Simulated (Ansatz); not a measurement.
AgW (L1₀ or tetragonal B2, P4/mmm), plane-wave PAW PBE (Ansatz code), all energies at zero smearing, with the estimated change up to a 700 eV cutoff added, with one set of potentials and settings (totals compare only within such a set). Cell of 2 atoms (1 Ag, 1 W): -17975.165 eV.

```json
[
 {"element": "Ag", "reference phase": "R-3m, 3 atoms in the cell", "E (eV/atom)": "-7590.6139"},
 {"element": "W", "reference phase": "Im-3m, 1 atoms in the cell", "E (eV/atom)": "-10385.9177"}
]
```

Formation energy per atom, worked out: (-17975.165 − 1×(-7590.6139) − 1×(-10385.9177))/2 = 0.683 eV/atom (66 kJ per mol of atoms), at 0 K, without zero-point energy or fitted corrections.

The start of the workflow was typed in or built on a structure type; neither database checked (COD, Materials Project) lists it. Whether it is the stable phase at ambient conditions was not checked. The cell was relaxed with PBE under the symmetry of its start; whether a distortion lowers the energy is not shown. No spin polarisation was allowed. Its formation energy is positive at this level, so the cell may be metastable or incomplete. The references are the lowest solids computed at this level, not always the standard phases. Scalar-relativistic: spin–orbit coupling is off unless named, which matters more the heavier the elements.

Potentials: the earlier of the program's two PAW sets.
